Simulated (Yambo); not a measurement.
Yambo run on BaTiO$_{3}$ (space group Amm2, No. 38). The wavefunctions are PBEsol (pw.x of Quantum ESPRESSO, ONCV potentials, no spin-orbit coupling) ones on a 4×4×4 mesh (20 occupied bands); a = 3.983 Å, b = c = 4.057 Å, α = 89.75°, β = γ = 90.00°.

Yambo input:

```
rim_cut
gw0
dyson
el_el_corr
HF_and_locXC
mpa
em1d
RandQpts= 1000000
RandGvec= 1 Ry
EXXRLvcs= 84 Ry
VXCRLvcs= 336 Ry
Chimod= "HARTREE"
% BndsRnXm
 2 | 128 |
%
NGsBlkXm= 8 Ry
% LongDrXm
 1.0 | 1.0 | 1.0 |
%
EnSampXm= "2l"
EnGridXm= "lP"
% EnRngeXm
 0.0 | 40.0 | eV
%
% ImRngeXm
 2.72114 | 27.21138 | eV
%
% DmRngeXm
 0.02721 | 2.72114 | eV
%
ETStpsXm= 8
IntSolXm= "PT"
% GbndRnge
 1 | 128 |
%
GTermKind= "none"
DysSolver= "n"
ExtendOut
% QPkrange
 1 | 1 | 20 | 21 |
 21 | 21 | 20 | 20 |
%
```

k points by index: 1 = Γ, 21 = (-0.5, -0.5, -0.5).

Resulting energies as the program prints them:

```
#    K-point    Band    Eo [eV]    E [eV]    E-Eo [eV]    Vxc [eV]    Vnlxc [eV]    Sc|Eo [eV]    Sc|E [eV]    dSc/dw|Eo [eV]    Re(Z)    Im(Z)
#
    1    20    -0.390276    -0.580170    -0.189894    -19.94681    -24.67111    4.465876    4.534409    -9.701386    0.737119    -0.006743
    1    21    2.170151    3.723717    1.553566    -18.75569    -11.63655    -5.038534    -5.565573    -9.228970    0.746694    -0.005728
    21    20    0.000000    -0.199060    -0.199060    -19.68891    -24.76812    4.805879    4.880153    -10.02878    0.730633    -0.006996
```
(The two width columns are left out.) Convergence of these settings isn't established.

Geometry of the Materials Project entry, not relaxed at this level.

This is not the ordinary phase of the substance.
